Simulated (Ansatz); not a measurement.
Level of theory: DFT PBE, scalar-relativistic, plane waves, PAW in Ansatz. Settings: cutoff 420 eV, Γ-centred meshes spaced at most about 0.3 Å⁻¹, and about 0.25 Å⁻¹ or finer for metals (2π included), Gaussian smearing. No spin polarisation in the final relaxations.

All energies are static (0 K, no zero-point motion).

Compare these two cells of ZnCd2Te3, each relaxed at this level.

A.

```xyz
6
Lattice="5.4961 0.0000 0.0000 -2.7480 4.7597 0.0000 0.0000 0.0000 6.3350" Properties=species:S:1:pos:R:3 pbc="T T T"
Zn    0.0000    0.0000    3.1675
Cd    0.0000    3.1732    3.1675
Cd    2.7480    1.5866    3.1675
Te    0.0000    0.0000    0.0000
Te    0.0000    3.1732    0.0000
Te    2.7480    1.5866    0.0000
```

B.

```xyz
6
Lattice="5.2556 0.0000 0.0000 0.0000 5.2556 0.0000 0.0000 0.0000 10.9489" Properties=species:S:1:pos:R:3 pbc="T T T"
Zn    2.6278    2.6278    0.0000
Cd    2.6278    0.0000    0.0000
Cd    0.0000    2.6278    0.0000
Te    2.6278    2.6278    2.6717
Te    2.6278    2.6278    8.2771
Te    2.6278    2.6278    5.4744
```

Task: Which form is favoured at zero pressure, and by what margin per atom?

Result: A is lower, by 235 meV/atom. A has space group P6/mmm (No. 191), 27.6 Å³/atom and no gap on its mesh; B has space group P4/mmm (No. 123), 50.4 Å³/atom and no gap. Counting Te atoms around Cd and Zn (those within 1.25 times the shortest such distance or 1.15 times the sum of covalent radii, 1.27 where that leaves under three; the shortest distance is added where it exceeds 1.18 times the sum of covalent radii), A has Zn 2 from 3.2 Å, Cd 2 and B has Zn 2, Cd 4 from 3.7 Å. B holds Te–Te units of three or more atoms (shortest 2.80 Å); in A the shortest Te–Te distance is 3.17 Å, near bonding range too. The denser one is the lower, and pressure would at first widen the difference. Even the lower one lies +0.15 eV/atom against the reference forms of the elements (uncorrected), so neither is stable at this level. In A, Zn has 2 Te at 3.17 Å and 6 Cd at 3.17 Å; around Cd lie 2 Te at 3.17 Å, 3 Cd at 3.17 Å and 3 Zn at 3.17 Å; around Te on a site of symmetry 6/mmm lie 2 Zn at 3.17 Å and 6 Te at 3.17 Å; 1 more site not described. In B, Zn has 4 Cd at 2.63 Å and 2 Te at 2.67 Å; Cd has 2 Zn at 2.63 Å; Te on a site of symmetry 4mm has 1 Zn at 2.67 Å and 1 Te at 2.80 Å; 1 more site not described. Both come from invented guesses. A third cell relaxed alike, in R-3m, lies 101 meV/atom below the lower of the two.

Spin–orbit coupling, which can matter for Te, is left out. Cells relaxed within their symmetry can be saddle points.
